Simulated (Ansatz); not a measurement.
SiO₂:
```yaml
crystal:
  lattice:
    - [4.92029, 0.00000, 0.00000]
    - [-2.46014, 4.26110, 0.00000]
    - [0.00000, 0.00000, 5.41615]
  atoms:
    - { symbol: Si, position: [0.46894, 0.00000, 0.66667] }
    - { symbol: Si, position: [0.00000, 0.46894, 0.33333] }
    - { symbol: Si, position: [0.53106, 0.53106, 0.00000] }
    - { symbol: O, position: [0.41316, 0.26907, 0.78454] }
    - { symbol: O, position: [0.73093, 0.14408, 0.45121] }
    - { symbol: O, position: [0.85592, 0.58684, 0.11787] }
    - { symbol: O, position: [0.26907, 0.41316, 0.21546] }
    - { symbol: O, position: [0.14408, 0.73093, 0.54879] }
    - { symbol: O, position: [0.58684, 0.85592, 0.88213] }
```

Relaxed with r²SCAN. Special points in fractions of this cell's reciprocal vectors: Γ (0.000, 0.000, 0.000); M (0.500, 0.000, 0.000); K (0.333, 0.333, 0.000); A (0.000, 0.000, 0.500); L (0.500, 0.000, 0.500); H (0.333, 0.333, 0.500).

Question: List the band energies nearest the valence-band maximum at these points for plane-wave PAW r²SCAN (Ansatz code).

Answer: In eV from the valence-band maximum; about four levels below and three above (degenerate sets whole), none deeper than 8.9 eV; points with the same levels are listed once.

| k | below | above |
|---|---|---|
| Γ | -1.02 -1.02 -0.72 -0.30 -0.30 | 6.60 10.09 10.09 |
| M | -1.03 -0.78 -0.27 -0.04 | 8.97 9.70 10.50 |
| K | -1.22 -1.22 -0.44 -0.44 0.00 | 9.64 9.64 10.17 |
| A | -1.22 -0.23 -0.23 -0.09 | 8.60 8.60 9.76 |
| L | -0.89 -0.85 -0.60 -0.19 | 9.79 10.21 10.34 |
| H | -0.94 -0.94 -0.77 -0.58 -0.58 | 9.93 10.52 10.52 |

Space group P3_221. The cell was relaxed with r²SCAN under the symmetry of its start; phonons on a q-mesh show no instability.

Potentials: the later of the program's two PAW sets.
